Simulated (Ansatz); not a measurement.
# SiC with Ca replacing C: gradients before and after relaxing the atoms

Start: a supercell of SiC (space group P6_3mc) built from a structure deposited in the COD (the entry's cell lengths or inner coordinates differ somewhat from later room-temperature determinations), with all atoms left at the host's positions.

```cif
data_CaSi24C23
_symmetry_space_group_name_H-M 'P3m1'
_symmetry_Int_Tables_number 156
_cell_length_a 6.1900
_cell_length_b 6.1900
_cell_length_c 15.1700
_cell_angle_alpha 90.000
_cell_angle_beta 90.000
_cell_angle_gamma 120.000
loop_
_atom_site_label
_atom_site_type_symbol
_atom_site_symmetry_multiplicity
_atom_site_Wyckoff_symbol
_atom_site_fract_x
_atom_site_fract_y
_atom_site_fract_z
Si1 Si 3 d 0.8333 0.6667 0.1250
Si3 Si 1 b 0.3333 0.6667 0.1250
Si5 Si 3 d 0.8333 0.6667 0.6250
Si7 Si 1 b 0.3333 0.6667 0.6250
Si9 Si 1 a 0.0000 0.0000 0.2917
Si10 Si 3 d 0.0000 0.5000 0.2917
Si13 Si 3 d 0.1667 0.8333 0.7917
Si16 Si 1 c 0.6667 0.3333 0.7917
Si17 Si 1 a 0.0000 0.0000 0.9583
Si18 Si 3 d 0.0000 0.5000 0.9583
Si21 Si 3 d 0.1667 0.8333 0.4583
Si24 Si 1 c 0.6667 0.3333 0.4583
C25 C 3 d 0.8333 0.6667 0.0000
C27 C 1 b 0.3333 0.6667 0.0000
C29 C 3 d 0.8333 0.6667 0.5000
C31 C 1 b 0.3333 0.6667 0.5000
Ca Ca 1 a 0.0000 0.0000 0.1667
C34 C 3 d 0.0000 0.5000 0.1667
C37 C 3 d 0.1667 0.8333 0.6667
C40 C 1 c 0.6667 0.3333 0.6667
C41 C 1 a 0.0000 0.0000 0.8333
C42 C 3 d 0.0000 0.5000 0.8333
C45 C 3 d 0.1667 0.8333 0.3333
C48 C 1 c 0.6667 0.3333 0.3333
```

One atom of each set is listed.

The numbers come from a DFT calculation in Ansatz (PBE, plane waves and PAW, scalar-relativistic, 420 eV cutoff, Γ-centred 4×4×2 k-points, Fermi–Dirac smearing 0.01 eV, cell charge -2).

The largest force at the start is 12 eV/Å. Relaxing the ions at fixed cell moves them by 1.157 Å at most (atom 9, Si) and 0.227 Å rms.

| site | moved (Å) | first shell before | first shell after | V_zz before (10²¹ V/m²) | η before |
| --- | --- | --- | --- | --- | --- |
| Si1 | 0.265 | 3 C at 1.90 Å, 1 Ca at 1.90 Å | 3 C at 1.85–1.94 Å | 4.11 | 0.11 |
| Si9 | 1.157 | 3 C at 1.90 Å, 1 Ca at 1.90 Å | 3 C at 1.90 Å, 1 Ca at 2.28 Å, 3 Si at 2.33 Å; also 3 C at 2.76 Å | -1.55 | 0.00 |
| Si10 | 0.016 | 4 C at 1.90 Å | 4 C at 1.89–1.93 Å | 0.15 | 0.47 |
| Si16 | 0.022 | 4 C at 1.90 Å | 4 C at 1.85–1.89 Å | 0.27 | 0.00 |
| Si18 | 0.145 | 4 C at 1.90 Å | 4 C at 1.85–1.91 Å | 0.50 | 0.82 |
| Si21 | 0.104 | 4 C at 1.90 Å | 4 C at 1.87–1.96 Å, 1 Si at 2.33 Å | -0.41 | 0.27 |
| Si24 | 0.028 | 4 C at 1.90 Å | 4 C at 1.86–1.92 Å | -0.28 | 0.00 |
| C25 | 0.204 | 4 Si at 1.90 Å | 4 Si at 1.85–1.90 Å | 0.51 | 0.04 |
| C29 | 0.073 | 4 Si at 1.90 Å | 4 Si at 1.86–1.91 Å | 0.14 | 0.04 |
| Ca | 0.778 | 4 Si at 1.90 Å | 4 Si at 2.28–2.50 Å, 3 C at 2.56 Å | 2.86 | 0.00 |
| C34 | 0.045 | 4 Si at 1.90 Å | 4 Si at 1.90–1.94 Å | 1.73 | 0.07 |
| C42 | 0.097 | 4 Si at 1.90 Å | 4 Si at 1.85–1.89 Å | -0.12 | 0.29 |
| C45 | 0.061 | 4 Si at 1.90 Å | 4 Si at 1.89–1.96 Å | 0.55 | 0.13 |

Q: How do the gradients change?

A: 

```tsv
site	V_zz after	η after	change of V_zz
Si1	-4.10	0.37	–
Si9	-8.16	0.00	-6.61
Si10	-0.64	0.39	–
Si16	-0.59	0.00	-0.86
Si18	-0.75	0.32	-1.25
Si21	2.35	0.81	+2.76
Si24	0.60	0.00	+0.88
C25	-0.43	0.94	-0.94
C29	0.42	0.54	–
Ca	-5.49	0.00	-8.35
C34	-0.93	0.66	–
C42	-0.43	0.13	-0.31
C45	0.98	0.34	–
```

The largest change of V_zz along a kept axis is on Ca, from 2.86 to -5.49. Small gradients that grow severalfold: Si21 (-0.41 to 2.35). Where |V_zz| stays above 0.1 and the axes keep their order, η moves most on C25, from 0.04 to 0.94. On C42, Si13 (not all in the table) V_xx and V_yy change places (or their axes turn by over 50°), so the two values of η hide a larger change. V_zz changes sign on Ca (same axis), C25 (same axis), Si18 (same axis), Si21 (axis turned by 35°), Si24 (same axis), Si16 (same axis), Si13 (same axis), C31 (same axis) (not all in the table). On Si1, C34, C45, Si10, C29, Si5 (not all in the table) the largest principal value lies along another axis in the second run, so the two V_zz can't be compared directly. The table leaves out 11 of the 24 sites, with |V_zz| up to 0.52; their tensors move by 0.40 at most along any direction. The statements above cover all sites. The host's own positions weren't relaxed first, so part of the change far from the defect can be the host's relaxation.

The run isn't spin-polarised, and a state with spin may lie lower. The defect repeats with the cell of 48 atoms, so it feels its images: sites between two images don't show the values beside a lone defect, and zeros or small values of η there can come from the images' arrangement. C and Si carry a gradient in the pure host already, so the values there aren't the defect's effect alone. A uniform background compensates the cell's charge. The defect cell has no gap above 0.1 eV on its mesh, so the values can hang on the smearing and the k-mesh.
Before: The cell keeps the host's lattice, where the PBE pressure is 7 GPa (in a charged cell this depends on the convention for the mean potential). The neighbours have not yet relaxed around the defect (largest force 12 eV/Å), so the values at and beside it are those of a strained start, not of the defect in a real crystal.
After: The relaxation keeps the site symmetry 3m of the start, so the impurity can move only along its axis; a distortion that would localise the partly filled state isn't explored.
